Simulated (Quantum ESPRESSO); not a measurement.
W2RuMo2Mg2Ir, input and log of a self-consistent run

Simulated, not a measurement. The program is pw.x of Quantum ESPRESSO 7.5 (plane-wave density functional theory). The cell is made up: eight metal atoms on a hexagonal close-packed lattice, with elements, volume, strain and displacements drawn at random and not relaxed, so it may be unstable or far from any real phase. PseudoDojo standard norm-conserving files set the functional (PBE unless stated); there is no spin polarisation or spin-orbit coupling, the Fermi-Dirac width of 0.25 eV means electrons at about 2900 K, and the masses in the input are unused placeholders. Heavy elements are run without spin-orbit coupling, which real alloys of them have. A spin test at this wide smearing found no moment, but such smearing suppresses magnetism that the real alloy may have.

Input:

```
&control calculation='scf', pseudo_dir='./dojo.nc.sr.pbe.v0_5.standard.upf', outdir='./o', disk_io='minimal', tprnfor=.true., tstress=.true. /
&system ibrav=0, nat=8, ntyp=5, nbnd=71, ecutwfc=87.97787729, nosym=.true., tot_charge=0,
 occupations='smearing', smearing='fd', degauss=0.0183746611
/
&electrons conv_thr=1.470e-08, electron_maxstep=70, mixing_beta=0.5 /
ATOMIC_SPECIES
Ir 1.0 Ir.upf
Mg 1.0 Mg.upf
Mo 1.0 Mo.upf
Ru 1.0 Ru.upf
W 1.0 W.upf
CELL_PARAMETERS angstrom
-2.9058 -0.0188 0.0201
0.0651 5.0317 -4.7216
0.0001 -5.0596 -4.7514
ATOMIC_POSITIONS angstrom
W 0.1169 -0.1006 0.1057
W 0.1223 1.7887 -2.3402
Ru 0.119 -0.0756 -4.7704
Mo 0.0985 1.7171 -7.1567
Mo -1.5381 -0.6409 -2.2744
Mg -1.4867 -2.6251 -4.7864
Ir -1.3358 -0.9068 -7.0553
Mg -1.354 2.5786 -4.6985
K_POINTS automatic
8 4 4 1 1 1
```

The log is shortened where brackets say so; the opening notice, blank lines, dates and the lines on written files are dropped, and the path of the files is cut. It prints rydbergs, bohrs and kilobars, and counts compression as positive stress. Its total energy is the free energy E - TS of the whole cell.

```
     Program PWSCF v.7.5
     Parallel version (MPI & OpenMP), running on       4 processor cores
     Number of MPI processes:                 4
     Threads/MPI process:                     1
     [start-up lines left out]
     bravais-lattice index     =            0
     lattice parameter (alat)  =       5.4914  a.u.
     unit-cell volume          =     937.1828 (a.u.)^3
     number of atoms/cell      =            8
     number of atomic types    =            5
     number of electrons       =       109.00
     number of Kohn-Sham states=           71
     kinetic-energy cutoff     =      87.9779  Ry
     charge density cutoff     =     351.9115  Ry
     scf convergence threshold =      1.5E-08
     mixing beta               =       0.5000
     number of iterations used =            8  plain     mixing
     Exchange-correlation= PBE
                           (   1   4   3   4   0   0   0)
     [axes and pseudopotential details left out]
   Cartesian axes
     site n.     atom                  positions (alat units)
         1        W      tau(   1) = (   0.0402281  -0.0346189   0.0363739  )
         2        W      tau(   2) = (   0.0420863   0.6155344  -0.8053187  )
         3        Ru     tau(   3) = (   0.0409507  -0.0260158  -1.6416085  )
         4        Mo     tau(   4) = (   0.0338962   0.5908951  -2.4627913  )
         5        Mo     tau(   5) = (  -0.5292969  -0.2205490  -0.7826753  )
         6        Mg     tau(   6) = (  -0.5116090  -0.9033596  -1.6471145  )
         7        Ir     tau(   7) = (  -0.4596807  -0.3120515  -2.4278972  )
         8        Mg     tau(   8) = (  -0.4659437   0.8873578  -1.6168660  )
     number of k points=    64  Fermi-Dirac smearing, width (Ry)=  0.0184
                       cart. coord. in units 2pi/alat
        k(    1) = (  -0.0630404   0.0006338  -0.0771256), wk =   0.0312500
        k(    2) = (  -0.0631051  -0.0711309  -0.1536045), wk =   0.0312500
     [further k points left out]
     Dense  grid:   104501 G-vectors     FFT dimensions: (  36,  80,  80)
     Estimated max dynamical RAM per process >     421.40 MB
     Estimated total dynamical RAM >       1.57 GB
     Initial potential from superposition of free atoms
     starting charge     108.9936, renormalised to     109.0000
     Starting wfcs are   70 randomized atomic wfcs +    1 random wfcs
     total cpu time spent up to now is        6.5 secs
     per-process dynamical memory:   337.6 Mb
     Self-consistent Calculation
     iteration #  1     ecut=    87.98 Ry     beta= 0.50
     Davidson diagonalization with overlap
     ethr =  1.00E-02,  avg # of iterations =  3.0
     total cpu time spent up to now is       22.3 secs
     total energy              =   -1252.76629706 Ry
     estimated scf accuracy    <       2.74978779 Ry
     iteration #  2     ecut=    87.98 Ry     beta= 0.50
     Davidson diagonalization with overlap
     ethr =  2.52E-03,  avg # of iterations =  3.3
     total cpu time spent up to now is       39.4 secs
     total energy              =   -1250.43486366 Ry
     estimated scf accuracy    <      68.63302641 Ry
     iteration #  3     ecut=    87.98 Ry     beta= 0.50
     Davidson diagonalization with overlap
     ethr =  2.52E-03,  avg # of iterations =  3.4
     total cpu time spent up to now is       56.1 secs
     total energy              =   -1254.09390813 Ry
     estimated scf accuracy    <       5.94843675 Ry
     iteration #  4     ecut=    87.98 Ry     beta= 0.50
     Davidson diagonalization with overlap
     ethr =  2.52E-03,  avg # of iterations =  1.3
     total cpu time spent up to now is       68.8 secs
     total energy              =   -1254.35852248 Ry
     estimated scf accuracy    <       0.07820579 Ry
     iteration #  5     ecut=    87.98 Ry     beta= 0.50
     Davidson diagonalization with overlap
     ethr =  7.17E-05,  avg # of iterations =  7.6
     total cpu time spent up to now is       90.1 secs
     total energy              =   -1254.33711469 Ry
     estimated scf accuracy    <       0.45342515 Ry
     [iterations 6 to 11 left out]
     iteration # 12     ecut=    87.98 Ry     beta= 0.50
     Davidson diagonalization with overlap
     ethr =  2.28E-08,  avg # of iterations =  4.4
     total cpu time spent up to now is      184.8 secs
     total energy              =   -1254.38327539 Ry
     estimated scf accuracy    <       0.00000851 Ry
     iteration # 13     ecut=    87.98 Ry     beta= 0.50
     Davidson diagonalization with overlap
     ethr =  7.81E-09,  avg # of iterations =  2.1
     total cpu time spent up to now is      199.1 secs
     total energy              =   -1254.38327639 Ry
     estimated scf accuracy    <       0.00000237 Ry
     iteration # 14     ecut=    87.98 Ry     beta= 0.50
     Davidson diagonalization with overlap
     ethr =  2.18E-09,  avg # of iterations =  2.0
     total cpu time spent up to now is      212.5 secs
     total energy              =   -1254.38327649 Ry
     estimated scf accuracy    <       0.00000429 Ry
     iteration # 15     ecut=    87.98 Ry     beta= 0.50
     Davidson diagonalization with overlap
     ethr =  2.18E-09,  avg # of iterations =  1.0
     total cpu time spent up to now is      224.6 secs
     total energy              =   -1254.38327678 Ry
     estimated scf accuracy    <       0.00000008 Ry
     iteration # 16     ecut=    87.98 Ry     beta= 0.50
     Davidson diagonalization with overlap
     ethr =  7.57E-11,  avg # of iterations =  2.4
     total cpu time spent up to now is      239.3 secs
     End of self-consistent calculation
     [lines on levels left out]
!    total energy              =   -1254.38327679 Ry
     estimated scf accuracy    <          5.1E-09 Ry
     smearing contrib. (-TS)   =      -0.12851369 Ry
     internal energy E=F+TS    =   -1254.25476310 Ry
     The total energy is F=E-TS. E is the sum of the following terms:
     one-electron contribution =    -394.22611922 Ry
     hartree contribution      =     238.09253984 Ry
     xc contribution           =    -216.48318535 Ry
     ewald contribution        =    -881.63799838 Ry
     convergence has been achieved in  16 iterations
     Forces acting on atoms (cartesian axes, Ry/au):
     atom    1 type  5   force =    -0.00854005    0.07170771    0.02118712
     atom    2 type  5   force =    -0.00196617   -0.02325343   -0.02535858
     atom    3 type  4   force =    -0.00745225    0.03887880    0.01003100
     atom    4 type  3   force =    -0.00042310   -0.03365609    0.01963524
     atom    5 type  3   force =    -0.00702526   -0.01346866   -0.03541400
     atom    6 type  2   force =     0.01960196    0.03414355    0.02559723
     atom    7 type  1   force =    -0.00223436   -0.00879008   -0.00124715
     atom    8 type  2   force =     0.00803922   -0.06556180   -0.01443085
     Total force =     0.135583     Total SCF correction =     0.000409
     Computing stress (Cartesian axis) and pressure
          total   stress  (Ry/bohr**3)                   (kbar)     P=     -126.13
  -0.00094076  -0.00000050   0.00009316         -138.39       -0.07       13.70
  -0.00000050  -0.00095724  -0.00001049           -0.07     -140.81       -1.54
   0.00009316  -0.00001049  -0.00067434           13.70       -1.54      -99.20
     init_run     :      6.17s CPU      6.41s WALL (       1 calls)
     electrons    :    227.37s CPU    232.85s WALL (       1 calls)
     forces       :      2.63s CPU      2.65s WALL (       1 calls)
     stress       :      9.12s CPU      9.13s WALL (       1 calls)
     [timing details left out]
     PWSCF        :   4m 5.39s CPU   4m11.20s WALL
     JOB DONE.
```

In other units: free energy -17066.754 eV for the cell, pressure -12.61 GPa, largest force component 1.844 eV/Å in size. The run took 253 s of wall time with four MPI processes on a shared machine (Intel Xeon, 2023 or later, virtual cores), so the time is rough. A rerun of this cell at a higher cutoff and on a denser mesh moved values by no more than 0.005 eV in energy, 0.06 GPa in stress and 0.012 eV/Å in force, and a second program with other atomic files agreed on that cell to 2 % rms in force and 0.5 GPa in pressure.